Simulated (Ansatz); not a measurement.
TiB$_{2}$ in space group P6/mmm (No. 191; Ti on 1a, B on 2d) at seven volumes, PBEsol (plane waves, PAW; program Ansatz), shape and atoms relaxed at each. One row is withheld.

| V (Å³/atom) | P (GPa) |
|---|---|
| 7.618 | ? |
| 7.869 | 18.36 |
| 8.120 | 8.49 |
| 8.371 | -0.02 |
| 8.622 | -7.37 |
| 8.873 | -13.71 |
| 9.124 | -19.19 |

Fit the shown pressures and predict the withheld one.

P = (3/2)B₀(x^(7/2) − x^(5/2))[1 + (3/4)(B′ − 4)(x − 1)] with x = (V₀/V)^(2/3). Least squares on the six rows gives V₀ = 8.370 Å³/atom, B₀ = 263 GPa, B′ = 3.91. At V = 7.618, x = 1.0648 and P = 29.76 GPa. The run itself gave 29.81 GPa.

The cell was relaxed with PBEsol under the symmetry of its start. The run is not spin-polarised.

Potentials: the later of the program's two PAW sets.
